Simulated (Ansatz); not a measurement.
Input:

AlN:
```yaml
crystal:
  lattice:
    - [3.07831, 0.00000, 0.00000]
    - [-1.53916, 2.66589, 0.00000]
    - [0.00000, 0.00000, 9.96808]
  atoms:
    - { symbol: Al, position: [0.00000, 0.00000, 0.00145] }
    - { symbol: Al, position: [0.00000, 0.00000, 0.50145] }
    - { symbol: Al, position: [0.66667, 0.33333, 0.75036] }
    - { symbol: Al, position: [0.33333, 0.66667, 0.25036] }
    - { symbol: N, position: [0.00000, 0.00000, 0.81192] }
    - { symbol: N, position: [0.00000, 0.00000, 0.31192] }
    - { symbol: N, position: [0.66667, 0.33333, 0.56190] }
    - { symbol: N, position: [0.33333, 0.66667, 0.06190] }
```

This is the LDA-relaxed structure. Cartesian axes are those of the cell as given.

Q: All from LDA (plane waves, PAW; program Ansatz), unless another level is named. Estimate the elastic constants (relaxed ions, GPa).

A: C11 = 393, C12 = 149, C13 = 96.7, C33 = 421, C44 = 110.

Q: Next, the highest zone-centre frequency (without LO–TO term)?

A: 843 cm^-1.

Q: Predict the zero-point energy.

A: 98.0 meV/atom.

Q: And the vibrational entropy at 300 K?

A: 10.2 J/(K·mol of atoms).

Space group P6_3mc. A made-up cell: these elements were put on the sites of a structure type. Its sites differ from those of the usual phase in this space group: another stacking or structure type. The LDA relaxation kept the symmetry of its start; phonons on a q-mesh show no instability.

Potentials: the later of the program's two PAW sets.
